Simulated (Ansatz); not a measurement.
ScSi:
Space group Cmcm (No. 63); a = 3.9962 Å, b = 9.8975 Å, c = 3.6618 Å, α = β = γ = 90.00°

```tsv
atom	site	symmetry	x	y	z
Sc	4c	m2m	0.0000	0.1391	0.7500
Si	4c	m2m	0.0000	0.5808	0.2500
```
(The calculation used a cell of 4 atoms; values per cell refer to that cell.)

Relaxed at zero pressure with DFT-r²SCAN in the program Ansatz with PAW potentials.

**Question.** The volume is lowered by 9 % and shape and atoms relax at that volume. What pressure results, and how do the axes share the change?

**Answer.** 12.1 GPa; a -3.4 %, b -3.0 %, c -2.9 %; the energy rises by 57 meV/atom.

**Question.** Give the new structure.

**Answer.** 
Space group Cmcm (No. 63); a = 3.859 Å, b = 9.605 Å, c = 3.556 Å, α = β = γ = 90.00°

```json
[
 {"atom": "Sc", "site": "4c", "symmetry": "m2m", "x": "0.0000", "y": "0.1400", "z": "0.7500"},
 {"atom": "Si", "site": "4c", "symmetry": "m2m", "x": "0.0000", "y": "0.5812", "z": "0.2500"}
]
```

The phase is kept; no other phase was compared at this pressure.

The first step of the workflow began from a Materials Project structure, measured or hypothetical; the Crystallography Open Database copy checked does not list it. Whether it is the stable phase at ambient conditions was not checked. The cell was relaxed with r²SCAN under the symmetry of its start; its stability against distortions is not shown here. No spin polarisation was allowed.

Potentials: the earlier of the program's two PAW sets.
